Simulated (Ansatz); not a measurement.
Relaxed CdSe (wurtzite):

```
CELL_PARAMETERS angstrom
      8.76543     0.00000     0.00000
     -2.19136     3.79554     0.00000
      0.00000     0.00000     7.15447
ATOMIC_POSITIONS crystal
  Cd 0.33333 0.33333 0.00047
  Cd 0.83333 0.33333 0.00047
  Cd 0.16667 0.66667 0.50047
  Cd 0.66667 0.66667 0.50047
  Se 0.33333 0.33333 0.62473
  Se 0.83333 0.33333 0.62473
  Se 0.16667 0.66667 0.12473
  Se 0.66667 0.66667 0.12473
```

A phonon eigenvector at M = (0.5, 0.0, 0.0) is frozen into this cell: atom i moves by Q times the vector below, so Q is the largest atomic displacement, in Å. The cell is held. (q is in reciprocal vectors of the primitive cell; the cell shown is doubled to hold the pattern.)

```json
[
 {"atom": "Cd1", "x": "-0.248", "y": "-0.143", "z": "-0.341"},
 {"atom": "Cd2", "x": "0.248", "y": "0.143", "z": "0.341"},
 {"atom": "Cd3", "x": "0.248", "y": "0.143", "z": "-0.341"},
 {"atom": "Cd4", "x": "-0.248", "y": "-0.143", "z": "0.341"},
 {"atom": "Se5", "x": "0.849", "y": "0.490", "z": "0.195"},
 {"atom": "Se6", "x": "-0.849", "y": "-0.490", "z": "-0.195"},
 {"atom": "Se7", "x": "-0.849", "y": "-0.490", "z": "0.195"},
 {"atom": "Se8", "x": "0.849", "y": "0.490", "z": "-0.195"}
]
```

Method: PBE (plane waves to 420 eV, PAW, scalar-relativistic; Ansatz, a first-principles code). k mesh 9×9×5 (Γ-centred), Fermi-Dirac smearing 0.05 eV. CdSe was relaxed with its symmetry unable to fall.

At one point of the scan the forces (eV/Å) are:

| atom | Fx | Fy | Fz |
|---|---|---|---|
| Cd1 | -0.251 | -0.145 | -0.296 |
| Cd2 | 0.160 | 0.092 | 0.264 |
| Cd3 | 0.251 | 0.145 | -0.296 |
| Cd4 | -0.160 | -0.092 | 0.264 |
| Se5 | 0.449 | 0.259 | 0.125 |
| Se6 | -0.531 | -0.307 | -0.092 |
| Se7 | -0.449 | -0.259 | 0.125 |
| Se8 | 0.531 | 0.307 | -0.092 |

Q: Which point is it?
A) Q = -0.067 Å
B) Q = -0.033 Å
C) Q = -0.083 Å
D) Q = -0.017 Å

A: A, Q = -0.067 Å

(A displaced cell: forces are minus the slopes of the energy, force constants its curvatures, and phonons follow from these.)
